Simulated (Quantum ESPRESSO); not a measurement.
Ta3Ru2TiAu2, one composition in several site orders

Computed values, not a measurement. The program is pw.x of Quantum ESPRESSO 7.5 (plane-wave density functional theory). The cell is made up: eight metal atoms on a hexagonal close-packed lattice, with elements, volume, strain and displacements drawn at random and not relaxed, so it may be unstable or far from any real phase. PseudoDojo standard norm-conserving files set the functional (PBE unless stated); there is no spin polarisation or spin-orbit coupling, the Fermi-Dirac width of 0.25 eV means electrons at about 2900 K, and the masses in the input are unused placeholders. Heavy elements are run without spin-orbit coupling, which real alloys of them have. A spin test at this wide smearing found no moment, but such smearing suppresses magnetism that the real alloy may have.

The runs put one composition on the sites in different orders. Cell, positions, cutoff, mesh and smearing stay as in the input of run 1; sites are counted in its order. Stress in the tables is positive in tension.

Input of run 1:

```
&control calculation='scf', pseudo_dir='./dojo.nc.sr.pbe.v0_5.standard.upf', outdir='./o', disk_io='minimal', tprnfor=.true., tstress=.true. /
&system ibrav=0, nat=8, ntyp=4, nbnd=77, ecutwfc=84.00895049, nosym=.true., tot_charge=0,
 occupations='smearing', smearing='fd', degauss=0.0183746611
/
&electrons conv_thr=1.470e-08, electron_maxstep=70, mixing_beta=0.5 /
ATOMIC_SPECIES
Au 1.0 Au.upf
Ru 1.0 Ru.upf
Ta 1.0 Ta.upf
Ti 1.0 Ti.upf
CELL_PARAMETERS angstrom
2.9064 0.0 4.7388
2.9064 0.0 -4.7388
-2.9064 5.034 0.0
ATOMIC_POSITIONS angstrom
Ta 0.0299 -0.0421 0.0701
Ta -1.577 2.5521 -0.0551
Ru 2.888 1.5552 -2.4442
Ru 1.4718 4.1663 -2.5143
Ti 2.9617 -0.0137 -0.0416
Ta 1.4505 2.5519 -0.0495
Au 2.975 1.6715 2.2961
Au 1.5137 4.159 2.3801
K_POINTS automatic
5 5 5 1 1 1
```

```
run  elements on sites 1 to 8  free energy less that of run 1 (eV)  -TS (eV)  pressure (GPa)  stress xx (GPa)  stress yy (GPa)  stress zz (GPa)  stress yz (GPa)  stress xz (GPa)  stress xy (GPa)  iterations
  1   Ta Ta Ru Ru Ti Ta Au Au                                0.000    -1.798           -5.00             3.53             1.17            10.29             0.43             0.77             0.80          19
  2   Ta Ta Ru Ti Ta Au Au Ru                               -0.060    -1.775           -4.78             5.09             3.22             6.03            -0.37             0.91            -1.82          16
  3   Ta Ti Ru Ta Au Au Ta Ru                               -0.580    -1.638           -5.62             6.77             4.49             5.59             0.26            -0.73            -2.33          19
  4   Ru Au Au Ta Ta Ti Ru Ta                               -0.562    -1.683           -5.14             7.84             4.96             2.62             0.71             0.65            -0.83          19
  5   Ta Au Ta Ta Ti Ru Ru Au                               -0.167    -1.720           -5.47             6.68             6.86             2.88            -1.05            -0.84             0.46          18
  6   Ru Ta Ti Ta Ta Au Ru Au                               -0.580    -1.663           -5.79             6.60             6.57             4.20             1.27            -0.44             0.33          17
```

Forces Fx Fy Fz (eV/Å):

```
site              run 1              run 2              run 3             run 4              run 5              run 6
   1   -0.06 0.68 -0.49   -0.33 1.29 -0.56   -0.63 0.99 -0.25  -0.30 0.25 -1.18   -0.37 0.62 -2.26   -0.15 0.70 -0.82
   2   0.98 -0.62 -0.09   1.02 -0.42 -1.29   0.74 -0.53 -1.32  0.95 -0.57 -0.27   1.04 -1.07 -0.23   0.85 -0.75 -0.56
   3     0.51 0.72 0.17     0.71 0.43 0.02    0.41 0.56 -0.10    0.37 0.99 0.30     0.60 1.37 0.26    0.23 0.38 -0.68
   4     0.43 0.00 0.30    0.46 -0.23 1.60     0.75 0.07 1.69   0.21 -0.23 0.10     0.58 0.32 1.57     0.26 0.30 1.33
   5   -0.20 0.06 -0.13   -0.30 0.01 -0.40   -0.07 0.05 -0.30    0.24 0.40 0.28    -0.14 0.02 0.58     0.19 0.31 0.64
   6  -0.37 -0.38 -0.18   -0.55 -0.19 0.14   -0.38 -0.33 0.23  -0.50 -0.50 0.01   -0.47 -0.43 0.00  -0.45 -0.75 -0.23
   7   -0.61 -0.35 0.45   -0.57 -0.52 0.55   -0.45 -0.29 0.19   -0.57 0.03 0.41   -0.45 -0.46 0.43   -0.32 -0.36 0.29
   8  -0.68 -0.13 -0.02  -0.44 -0.38 -0.07  -0.38 -0.52 -0.12  -0.40 -0.37 0.34  -0.79 -0.37 -0.35    -0.61 0.17 0.03
```

The sites are displaced and not relaxed, so the energy differences hold strain from misfit and are not ordering energies. A rerun of one cell of this series at a higher cutoff and on a denser mesh moved values by no more than 0.003 eV in energy, 0.02 GPa in stress and 0.004 eV/Å in force, and a second program with other atomic files agreed on that cell to 2 % rms in force and 0.5 GPa in pressure.